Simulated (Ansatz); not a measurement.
Task: AgW (rock salt, Fm-3m) is relaxed with DFT-PBE in the program Ansatz with PAW potentials. What lattice parameters of the conventional cell result?

Result: a = 5.339 Å.

The start of the workflow was typed in or built on a structure type; neither database checked (COD, Materials Project) lists it. Its standing as an ambient phase is unchecked. The cell was relaxed with PBE under the symmetry of its start; its stability against distortions is not shown here. No spin polarisation was allowed. The volume moved by 16 % from the start of the relaxation. Its formation energy is positive at this level, so the cell may be metastable or incomplete. Spin–orbit coupling is left out wherever it is not named.

Potentials: the later of the program's two PAW sets.
